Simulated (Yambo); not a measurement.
KCl (rock salt, space group Fm-3m, No. 225): one transition space (8×8×8 mesh, 3 valence and 4 conduction bands, Tamm-Dancoff) with different kernels in Yambo, on LDA orbitals; field along x. BSE alone uses the static screening with 30 bands and a 4 Ry block; its scissor and those of RPA and TDDFT come from G0W0, that of the TDHF-type run from bare exchange.

```
kernel                                                    scissor (eV)  direct gap with it (eV)  lowest state (eV)
--------------------------------------------------------  ------------  -----------------------  -----------------
BSE (screened electron-hole attraction)                           3.30                     8.42                  ?
RPA (no attraction)                                               3.30                     8.42        8.42 (weak)
TDHF-type (unscreened attraction, exchange-only scissor)          8.97                    14.08                  ?
TDDFT, adiabatic LDA kernel                                       3.30                     8.42        8.42 (weak)
```

Problem. What belongs in the gaps?

Solution. 
- BSE (screened electron-hole attraction), lowest state (eV): 7.55 (strong)
- TDHF-type (unscreened attraction, exchange-only scissor), lowest state (eV): 10.36 (strong)

RPA and TDDFT, adiabatic LDA kernel leave the lowest state at the direct gap: no bound exciton. These are vertical excitations (zero momentum). Spin singlets only. Strong means a line over 3 % of the spectrum's maximum, dark under 0.03 %. Absolute energies carry the error of the G0W0 scissor, whose convergence isn't established. On a 4×4×4 mesh the BSE binding is 1.13 eV, so it isn't converged.

Geometry relaxed with LDA; primitive cell a = b = c = 4.296 Å, α = β = γ = 60.00°.
